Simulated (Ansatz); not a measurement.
Input:

TaSeS:
```xyz
3
Lattice="3.3480 0.0000 0.0000 -1.6740 2.8994 0.0000 0.0000 0.0000 5.9081" Properties=species:S:1:pos:R:3 pbc="T T T"
Ta     0.0000     0.0000     0.0637
Se     1.6740     0.9665     4.2831
S      0.0000     1.9329     1.5614
```

This is the LDA-relaxed structure.

Question: All from LDA (plane waves, PAW; program Ansatz), unless another level is named. Give the electronic character.

Answer: metallic (no gap).

Question: And the density of states at the Fermi level?

Answer: 0.51 states/eV per atom (mean over ±0.08 eV).

Question: And the formation energy from the elements (no fitted shifts)?

Answer: -0.98 eV/atom.

Space group P3m1. The workflow started from a Materials Project entry (that database holds measured and hypothetical structures alike); the Crystallography Open Database copy checked does not list it. With Se and S taken as one species the cell has the higher symmetry P-3m1, so it may be an ordered model of a mixed-site phase. Its standing as an ambient phase is unchecked. The cell was relaxed with LDA under the symmetry of its start. At this level the phase is dynamically unstable (imaginary phonons). The run is not spin-polarised. A crystal of weakly bound layers computed without a dispersion correction: the cell and the soft elastic constants depend strongly on that. With an odd number of electrons in the cell and no spin polarisation, the count alone makes it a metal. The references are the lowest solids computed at this level, not always the standard phases. Scalar-relativistic: spin–orbit coupling is off unless named, which matters more the heavier the elements.

Potentials: the later of the program's two PAW sets.
